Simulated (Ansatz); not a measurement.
ZrGe2 (MoSi2 or CaC2 type, space group No. 139), DFT-PBE in the program Ansatz with PAW potentials, all energies at zero smearing, with the estimated change up to a 700 eV cutoff added, with one set of potentials and settings (totals compare only within such a set). Cell of 3 atoms (1 Zr, 2 Ge): -12774.833 eV.

```tsv
element	reference phase	E (eV/atom)
Zr	P6_3/mmc, 2 atoms in the cell	-4183.8362
Ge	Fd-3m, 2 atoms in the cell	-4294.9847
```

Formation energy per atom, worked out: (-12774.833 − 1×(-4183.8362) − 2×(-4294.9847))/3 = -0.343 eV/atom (-33 kJ per mol of atoms), at 0 K, without zero-point energy or fitted corrections.

Space group I4/mmm (MoSi2 or CaC2 type). A made-up cell: these elements were put on the sites of a structure type; neither database checked (COD, Materials Project) lists it. COD files the formula under space group No. 63, so this cell is another polymorph or a model. Its standing as an ambient phase is unchecked. The cell was relaxed with PBE under the symmetry of its start; its stability against distortions is not shown here. No spin polarisation was allowed. The references are the lowest solids computed at this level, not always the standard phases.

Potentials: the later of the program's two PAW sets.
